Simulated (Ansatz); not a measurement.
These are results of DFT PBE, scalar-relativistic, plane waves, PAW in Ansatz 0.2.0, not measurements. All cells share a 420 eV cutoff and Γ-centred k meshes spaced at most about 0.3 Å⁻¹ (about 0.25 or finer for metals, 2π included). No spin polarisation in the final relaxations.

Temperature and zero-point effects are left out. All come from trial cells, and lower structures may exist.

Task: Order these relaxed structures of AlP5 by energy, lowest first, with the energy over the lowest of them.
A.

```
CELL_PARAMETERS angstrom
7.00059 0.00000 0.00000
0.00000 7.00059 0.00000
0.00000 0.00000 2.35977
ATOMIC_POSITIONS crystal
Al 0.50000 0.50000 0.00000
P 0.76021 0.76021 0.00000
P 0.23979 0.23979 0.00000
P 0.23979 0.76021 0.00000
P 0.76021 0.23979 0.00000
P 0.00000 0.00000 0.00000
```

B.

```
CELL_PARAMETERS angstrom
3.31831 0.00000 0.00000
-1.65915 2.87374 0.00000
0.00000 0.00000 9.78147
ATOMIC_POSITIONS crystal
Al 0.00000 0.00000 0.00000
P 0.33333 0.66667 0.82785
P 0.00000 0.00000 0.66757
P 0.33333 0.66667 0.50000
P 0.00000 0.00000 0.33243
P 0.33333 0.66667 0.17215
```

C.

```
CELL_PARAMETERS angstrom
7.92043 0.00000 0.00000
-3.96022 6.85930 0.00000
0.00000 0.00000 2.38713
ATOMIC_POSITIONS crystal
Al 0.00000 0.00000 0.50000
P 0.50000 0.00000 0.50000
P 0.00000 0.50000 0.50000
P 0.50000 0.50000 0.50000
P 0.33333 0.66667 0.50000
P 0.66667 0.33333 0.50000
```

D.

```
CELL_PARAMETERS angstrom
4.76428 0.00000 0.00000
-2.38214 4.12599 0.00000
0.00000 0.00000 4.96259
ATOMIC_POSITIONS crystal
Al 0.00000 0.00000 0.00000
P 0.50000 0.00000 0.50000
P 0.50000 0.50000 0.50000
P 0.00000 0.50000 0.50000
P 0.33333 0.66667 0.00000
P 0.66667 0.33333 0.00000
```

Result: B (0 meV/atom), A (204 meV/atom), C (256 meV/atom), D (380 meV/atom). Forms: B P-6m2; A P4/mmm; C P6/mmm; D P6/mmm. Counting P atoms around Al (those within 1.25 times the shortest such distance or 1.15 times the sum of covalent radii; a plus sign parts nearer from farther groups; the shortest distance is added where it exceeds 1.18 times the sum of covalent radii): B has Al 6; A has Al 4; C has Al 6+18 from 4.0 Å; D has Al 6 from 2.8 Å. A holds P–P chains (shortest 2.36 Å); C holds P–P bonds in all directions (shortest 2.29 Å); D holds P–P nets (shortest 2.38 Å) (bonds between like non-metal atoms; other contacts aren't counted). Even the lowest lies +0.24 eV/atom against the elements.

No dispersion correction is applied, so the spacing and binding between layers, chains or molecules are poorly described (P6/mmm at 16.3 Å³/atom), and this can change margins and order among such cells. Cells relaxed within their symmetry can be saddle points. Some types were kept out of the candidates beforehand, so the set may lack a known form.
